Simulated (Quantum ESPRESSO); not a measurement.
```cif
data_H6MgSr2
_chemical_formula_sum 'H6 Mg1 Sr2'
_space_group_name_H-M_alt 'P 1'
_space_group_IT_number 1
_cell_length_a 5.47544
_cell_length_b 5.47544
_cell_length_c 4.18847
_cell_angle_alpha 90.000
_cell_angle_beta 90.000
_cell_angle_gamma 120.000
loop_
_space_group_symop_operation_xyz
  'x, y, z'
loop_
_atom_site_label
_atom_site_type_symbol
_atom_site_fract_x
_atom_site_fract_y
_atom_site_fract_z
_atom_site_occupancy
H1 H 0.82346 0.64692 0.76525 1
H2 H 0.17654 0.35308 0.23475 1
H3 H 0.35308 0.17654 0.76525 1
H4 H 0.64692 0.82346 0.23475 1
H5 H 0.82346 0.17654 0.76525 1
H6 H 0.17654 0.82346 0.23475 1
Mg1 Mg 0.00000 0.00000 0.00000 1
Sr1 Sr 0.66667 0.33333 0.26353 1
Sr2 Sr 0.33333 0.66667 0.73647 1
```

The geometry is that of Materials Project entry mp-644225, symmetrised and not relaxed again.

**Question.** What does LDA (Quantum ESPRESSO, PseudoDojo norm-conserving, 84 Ry, no spin-orbit coupling) give for the electronic structure near the Fermi level?

**Answer.** The LDA gap is indirect, 2.40 eV, from M to Γ; the smallest direct gap is 2.83 eV. 

The structure is a Materials Project entry; no match was found in the copy of COD used, and its stability was not checked.
